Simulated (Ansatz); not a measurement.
Data:

TiSi:
```cif
data_Si4Ti4
_chemical_formula_sum 'Ti4 Si4'
_space_group_name_H-M_alt 'P 1'
_space_group_IT_number 1
_cell_length_a 6.45370
_cell_length_b 3.62084
_cell_length_c 4.96413
_cell_angle_alpha 90.000
_cell_angle_beta 90.000
_cell_angle_gamma 90.000
loop_
_space_group_symop_operation_xyz
  'x, y, z'
loop_
_atom_site_label
_atom_site_type_symbol
_atom_site_fract_x
_atom_site_fract_y
_atom_site_fract_z
_atom_site_occupancy
Ti1 Ti 0.67604 0.25000 0.37068 1
Ti2 Ti 0.32396 0.75000 0.62932 1
Ti3 Ti 0.82396 0.75000 0.87068 1
Ti4 Ti 0.17604 0.25000 0.12932 1
Si1 Si 0.54422 0.25000 0.85353 1
Si2 Si 0.45578 0.75000 0.14647 1
Si3 Si 0.95578 0.75000 0.35353 1
Si4 Si 0.04422 0.25000 0.64647 1
```

This is the PBEsol-relaxed structure.

Task: All from DFT-PBEsol in the program Ansatz with PAW potentials, unless another level is named. Predict the highest zone-centre frequency.

Result: 463 cm^-1.

Task: And the Poisson's ratio?

Result: 0.23.

Space group Pnma. The first step of the workflow began from a Materials Project structure, measured or hypothetical; the Crystallography Open Database copy checked does not list it. COD files the formula under space group No. 25. Its standing as an ambient phase is unchecked. Symmetry was held in the PBEsol relaxation; its stability against distortions is not shown here. The run is not spin-polarised. As this level gives no gap, phonon frequencies hold no LO–TO term and depend on the k-mesh and smearing (Fermi–Dirac, 0.1 eV here).

Potentials: the earlier of the program's two PAW sets. The files were generated under PBE; for other functionals the program regenerates the frozen cores, and for LDA and PBEsol the local potential too.
